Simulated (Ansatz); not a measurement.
FeO: computed DOS

```
CELL_PARAMETERS angstrom
0.00000 2.15540 2.15540
2.15540 0.00000 2.15540
2.15540 2.15540 0.00000
ATOMIC_POSITIONS crystal
Fe 0.00000 0.00000 0.00000
O 0.50000 0.50000 0.50000
```

The cell is COD entry 9008636, as deposited and not checked against the literature; nothing was relaxed. It differs from other determinations.

Semilocal functionals without U often leave such compounds metallic or with too small a gap, and the real magnetic order may differ.

Other magnetic orders may lie lower; this is the state that the run reached.

These are results of DFT, PBE, all-electron LAPW, scalar-relativistic in Ansatz 0.2.0, not measurements.

Numerical set-up: a Γ-centred 15×15×15 k mesh, Fermi–Dirac smearing of 0.03 eV, basis error target 1 meV/atom, spin-polarised from start moments Fe1 3 μB, ending with a cell moment of 4.00 μB.

States per eV and cell, averaged over 0.6 eV, from -8.8 to 6.0 eV, with energies (bin centres) from the Fermi level; empty bins are left out. The partial columns, the largest 4 alone, are projections on Löwdin-orthogonalised atomic shells (those that the program's projection atoms carry: the occupied ones and, for some elements, an empty d or f shell; other empty shells have no column), summed over atoms of an element and both spins. Weights on diffuse s and p shells depend on that basis and aren't pure angular character.

```tsv
E (eV)	spin-up	spin-down	Fe 3d	O 2p	Fe 4s	O 2s
-8.6	0.13	0.00	0.03	0.08	0.02	0.00
-8.0	0.61	0.07	0.13	0.43	0.11	0.01
-7.4	0.75	0.40	0.17	0.81	0.14	0.01
-6.8	1.04	0.93	0.44	1.35	0.11	0.02
-6.2	1.53	0.33	0.64	1.16	0.03	0.01
-5.6	0.69	0.75	0.36	1.02	0.02	0.01
-5.0	0.23	1.72	0.41	1.50	0.01	0.00
-4.4	0.15	0.63	0.20	0.57	0.00	0.00
-3.8	0.80	0.15	0.74	0.20	0.00	0.00
-3.2	2.55	0.01	2.42	0.11	0.01	0.02
-2.6	2.45	0.00	2.00	0.38	0.04	0.03
-2.0	0.87	0.05	0.61	0.26	0.02	0.02
-1.4	0.77	0.22	0.65	0.31	0.01	0.01
-0.8	0.70	0.55	0.88	0.35	0.00	0.00
-0.2	0.07	1.06	1.02	0.09	0.01	0.00
0.4	0.01	2.86	2.70	0.14	0.01	0.01
1.0	0.02	1.31	1.19	0.06	0.04	0.04
1.6	0.03	1.11	0.91	0.12	0.05	0.05
2.2	0.04	0.87	0.66	0.17	0.04	0.02
2.8	0.06	0.37	0.26	0.10	0.05	0.02
3.4	0.09	0.05	0.01	0.03	0.07	0.02
4.0	0.16	0.08	0.01	0.05	0.11	0.02
4.6	0.21	0.14	0.01	0.06	0.15	0.02
5.2	0.27	0.19	0.01	0.07	0.22	0.02
5.8	0.30	0.21	0.01	0.06	0.25	0.01
```

(1) Which of the resolved shells contributes most within 0.3 eV of the Fermi level?

(2) Where is the centre of the filled Fe 3d states between -14 eV and the top of the filled states?

Answers

(1) Fe 3d, with 93 % of all states there; O 2p follows with 5 %.

(2) -3.10 eV from the Fermi level.
